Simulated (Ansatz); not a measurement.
Input, command and steps of an Ansatz relaxation.

```yaml
crystal:
  lattice:
    - [2.3282206559, 1.3441988224, 8.9039500533]
    - [-2.3282206559, 1.3441988224, 8.9039500533]
    - [0.0, -2.6883976448, 8.9039500533]
  atoms:
    - { symbol: Ba, position: [0.0, 0.0, 0.0] }
    - { symbol: Li, position: [0.4303479451, 0.4303479451, 0.4303479451] }
    - { symbol: Li, position: [0.5696520549, 0.5696520549, 0.5696520549] }
    - { symbol: Mg, position: [0.8641576899, 0.8641576899, 0.8641576899] }
    - { symbol: Mg, position: [0.1358423101, 0.1358423101, 0.1358423101] }
    - { symbol: Si, position: [0.7591163139, 0.7591163139, 0.7591163139] }
    - { symbol: Si, position: [0.2408836861, 0.2408836861, 0.2408836861] }
basis:
  ecutwfc: 500
kpoints:
  mp_grid: { grid: [9, 9, 9] }
hamiltonian:
  xc: r2scan
scf:
  occupations: { method: gaussian, width: 0.1 }
output:
  forces: true
  stress: true
  eigenvalues: true
relax:
  adjacent_minimum: "off"
  f_tol: 0.01
  max_steps: 30
  cell: { stress_tol: 0.1, fix: [volume] }
```

```bash
ansatz run input.yaml --threads 2 --pin off --max-ram 5120MiB --backend cpu --events-out ev --progress --plain --runs-dir out
```

Method: Ansatz 0.2.0, DFT r2SCAN, scalar-relativistic, plane waves, PAW.

The volume is held at 1.06 times that of the relaxed cell.

Of 4 frames 3 are shown, positions in Å and forces in eV/Å; the SCF threshold varies from step to step. Steps run on the plane waves of an earlier cell, with a Pulay correction in the pressure. The basis is chosen afresh for the last frame, the zero of the energies, and at times for earlier ones too; energy and pressure step there, also at an unchanged geometry.

```xyz
7
Lattice="2.3282 1.3442 8.9040 -2.3282 1.3442 8.9040 0.0000 -2.6884 8.9040" Properties=species:S:1:pos:R:3:forces:R:3 pbc="T T T" step=1 free_energy_over_end_meV_per_atom=0.08 pressure_GPa=-2.20
Ba    0.0000    0.0000    0.0000    0.0000    0.0000    0.0000
Li    0.0000    0.0000   11.4954    0.0000    0.0000   -0.0001
Li    0.0000    0.0000   15.2165    0.0000    0.0000    0.0001
Mg    0.0000    0.0000   23.0833    0.0000    0.0000   -0.0098
Mg    0.0000    0.0000    3.6286    0.0000    0.0000    0.0098
Si    0.0000    0.0000   20.2774    0.0000    0.0000    0.0531
Si    0.0000    0.0000    6.4344    0.0000    0.0000   -0.0531
7
Lattice="2.3285 1.3444 8.9019 -2.3285 1.3444 8.9019 0.0000 -2.6887 8.9019" Properties=species:S:1:pos:R:3:forces:R:3 pbc="T T T" step=2 free_energy_over_end_meV_per_atom=0.05 pressure_GPa=-2.14
Ba    0.0000    0.0000    0.0000    0.0000    0.0000    0.0000
Li    0.0000    0.0000   11.4975    0.0000    0.0000    0.0008
Li    0.0000    0.0000   15.2081    0.0000    0.0000   -0.0008
Mg    0.0000    0.0000   23.0793    0.0000    0.0000   -0.0106
Mg    0.0000    0.0000    3.6263    0.0000    0.0000    0.0106
Si    0.0000    0.0000   20.2902    0.0000    0.0000   -0.0396
Si    0.0000    0.0000    6.4154    0.0000    0.0000    0.0396
7
Lattice="2.3279 1.3440 8.9061 -2.3279 1.3440 8.9061 0.0000 -2.6881 8.9061" Properties=species:S:1:pos:R:3:forces:R:3 pbc="T T T" step=4 free_energy_over_end_meV_per_atom=0.00 pressure_GPa=-2.16
Ba    0.0000    0.0000    0.0000    0.0000    0.0000    0.0000
Li    0.0000    0.0000   11.5017    0.0000    0.0000   -0.0004
Li    0.0000    0.0000   15.2166    0.0000    0.0000    0.0004
Mg    0.0000    0.0000   23.0875    0.0000    0.0000    0.0001
Mg    0.0000    0.0000    3.6308    0.0000    0.0000   -0.0001
Si    0.0000    0.0000   20.2927    0.0000    0.0000    0.0001
Si    0.0000    0.0000    6.4257    0.0000    0.0000   -0.0001
```